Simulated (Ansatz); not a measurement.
CdAg:
Space group Pm-3m (No. 221); a = 3.346 Å, b = 3.346 Å, c = 3.346 Å, α = 90.00°, β = 90.00°, γ = 90.00°

```
atom  site  symmetry       x       y       z
----  ----  --------  ------  ------  ------
Ag      1a      m-3m  0.0000  0.0000  0.0000
Cd      1b      m-3m  0.5000  0.5000  0.5000
```

Relaxed with r²SCAN.

Q: Tabulate the valence density and the electron localisation function along the shortest Cd–Cd contact (3.35 Å), r²SCAN in the plane-wave PAW code Ansatz.

A: 

| distance from Cd (Å) | density (e/Å³) | ELF |
|---|---|---|
| 0.33 | 16.58 | 0.74 |
| 0.50 | 9.22 | 0.58 |
| 0.67 | 4.04 | 0.47 |
| 0.84 | 1.47 | 0.35 |
| 1.00 | 0.56 | 0.23 |
| 1.17 | 0.28 | 0.17 |
| 1.34 | 0.17 | 0.17 |
| 1.51 | 0.14 | 0.20 |
| 1.67 | 0.13 | 0.22 |
| 1.84 | 0.14 | 0.20 |
| 2.01 | 0.17 | 0.17 |
| 2.17 | 0.28 | 0.17 |
| 2.34 | 0.56 | 0.23 |
| 2.51 | 1.47 | 0.35 |
| 2.68 | 4.04 | 0.47 |
| 2.84 | 9.22 | 0.58 |
| 3.01 | 16.58 | 0.74 |

The density is the valence pseudo-density with augmentation charge, so density and ELF within about 1 Å of a nucleus are not all-electron values.

The workflow started from an entry of the Crystallography Open Database (COD). Whether it is the stable phase at ambient conditions was not checked. Symmetry was held in the r²SCAN relaxation; its stability against distortions is not shown here. No spin polarisation was allowed.

Potentials: the later of the program's two PAW sets.
